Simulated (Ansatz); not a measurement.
PbO (space group P4/nmm) relaxed with several functionals in Ansatz (plane waves to 420 eV, scalar-relativistic PAW, no spin-orbit coupling, symmetry kept). The database cell has 19.94 Å³/atom; its temperature or method isn't stated, so the comparison with it is no error of the functional. No moments.

```json
{"functional": "PBE+D3(BJ)", "conventional cell": "a = 4.034 Å, b = 4.034 Å, c = 4.993 Å, α = 90.00°, β = 90.00°, γ = 90.00°", "V (Å³/atom)": "20.32", "against the database cell (%)": "1.9", "gap on mesh (eV)": "1.27", "largest moment (μB)": "0.00"}
{"functional": "LDA", "conventional cell": "a = 3.942 Å, b = 3.942 Å, c = 4.902 Å, α = 90.00°, β = 90.00°, γ = 90.00°", "V (Å³/atom)": "19.05", "against the database cell (%)": "-4.5", "gap on mesh (eV)": "1.05", "largest moment (μB)": "0.00"}
{"functional": "PBE", "conventional cell": "a = 4.057 Å, b = 4.057 Å, c = 5.596 Å, α = 90.00°, β = 90.00°, γ = 90.00°", "V (Å³/atom)": "23.03", "against the database cell (%)": "15.5", "gap on mesh (eV)": "1.81", "largest moment (μB)": "0.00"}
```

 An atom lies near a switch of its D3 coefficient C6 between reference coordination numbers, so the dispersion energy changes steeply there and can make or shift the minimum.